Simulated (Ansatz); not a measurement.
A relaxed cell of Ba4Te3 is given with its symmetry left out. The cell was found from a structure generator's guess, not taken from experiment.

Computed with DFT PBE, scalar-relativistic, plane waves, PAW (Ansatz 0.2.0). Cutoff 420 eV, Γ-centred mesh, Gaussian smearing, no spin polarisation.

```cif
data_structure
_symmetry_space_group_name_H-M 'P 1'
_symmetry_Int_Tables_number 1
_cell_length_a 7.0090
_cell_length_b 7.0090
_cell_length_c 7.0090
_cell_angle_alpha 90.000
_cell_angle_beta 90.000
_cell_angle_gamma 90.000
_cell_volume 344.33
loop_
_atom_site_label
_atom_site_type_symbol
_atom_site_fract_x
_atom_site_fract_y
_atom_site_fract_z
_atom_site_occupancy
Ba1 Ba 0.50000 0.50000 0.50000 1
Ba2 Ba 0.00000 0.50000 0.50000 1
Ba3 Ba 0.50000 0.00000 0.50000 1
Ba4 Ba 0.50000 0.50000 0.00000 1
Te1 Te 0.50000 0.00000 0.00000 1
Te2 Te 0.00000 0.50000 0.00000 1
Te3 Te 0.00000 0.00000 0.50000 1
```

Energies over the elements count from the elements' standard structures at the same level, with no fitted energy shifts.

(1) Find its symmetry and describe it.

(2) How far does it lie from the elements in energy?

(3) Is it a metal?

## Answers

(1) Pm-3m (No. 221). Conventional cell: a = 7.009 Å. Ba on a site of symmetry m-3m has 6 Ba at 3.50 Å; Ba on a site of symmetry 4/mmm is surrounded by 2 Ba at 3.50 Å and 4 Te at 3.50 Å; Te is surrounded by 4 Ba at 3.50 Å.

(2) −0.49 eV/atom. Whether it is stable depends on the other phases of the system, which aren't compared here.

(3) Yes, bands cross the Fermi level on the 6×6×6 mesh.

The last run used a 6×6×6 mesh for its 7-atom cell and Gaussian smearing of 0.10 eV. Spin–orbit coupling, which can matter for Te, is left out. The cell is a metal run without spin; a magnetic state may lie lower. The reference form of Te is held partly by dispersion forces, which this level lacks. A structure relaxed within its symmetry needn't be a true minimum.
